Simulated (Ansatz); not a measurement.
Starting cell, Ge (diamond):

```yaml
crystal:
  lattice:
    - [0.00000, 5.76221, 5.76221]
    - [2.88111, 0.00000, 2.88111]
    - [2.88111, 2.88111, 0.00000]
  atoms:
    - { symbol: Ge, position: [0.25000, 0.50000, 0.50000] }
    - { symbol: Ge, position: [0.75000, 0.50000, 0.50000] }
    - { symbol: Ge, position: [0.37500, 0.75000, 0.75000] }
    - { symbol: Ge, position: [0.87500, 0.75000, 0.75000] }
```

The atoms are displaced by Q × the pattern below (from a DFPT mode at L = (0.5, 0.0, 0.0), largest move 1; Q in Å), at fixed cell. (q is in reciprocal vectors of the primitive cell; the cell shown is doubled to hold the pattern.)

```
atom       x       y       z
----  ------  ------  ------
Ge1   -0.577   0.577   0.577
Ge2    0.577  -0.577  -0.577
Ge3    0.577  -0.577  -0.577
Ge4   -0.577   0.577   0.577
```

Computed with PBE (plane waves to 420 eV, PAW, scalar-relativistic; Ansatz, an electronic-structure program). k mesh 7×14×14 (Γ-centred), Fermi-Dirac smearing 0.05 eV. E stands for the smeared free energy. With partly filled bands, energies and forces of such displacements shift with the k mesh and the smearing. Ge was relaxed with its symmetry unable to fall. The PAW data are Ansatz's earlier set. The zero of ΔE is the undisplaced structure. The last digit holds for this mesh only.

```
Q (Å)    ΔE (meV/cell)
-------  -------------
-0.2800         1375.0
-0.2333       withheld
-0.1867          699.1
-0.1400          417.5
-0.0933          192.9
-0.0467           49.6
0.0000             0.0
0.0467            49.6
0.0933           192.9
0.1400           417.5
0.1867           699.1
0.2333        withheld
0.2800          1375.0
```

### Question
Fit an even polynomial form (powers 2, 4, 6) to the given rows and predict ΔE at Q = 0.2333.

### Answer
Least squares on the 11 given rows: ΔE = (23060)·Q² + (-98590)·Q⁴ + (358700)·Q⁶, in meV/cell with Q in Å; root-mean-square residual 0.42 meV/cell. At 0.2333 the fit gives 1020.9 meV/cell; the calculation gives 1027.3 meV/cell, so the interpolation is off by -6.4 (-0.6 %). The quadratic term alone would give 1255.1 meV/cell.

(A displaced cell: forces are minus the slopes of the energy, force constants its curvatures, and phonons follow from these.)
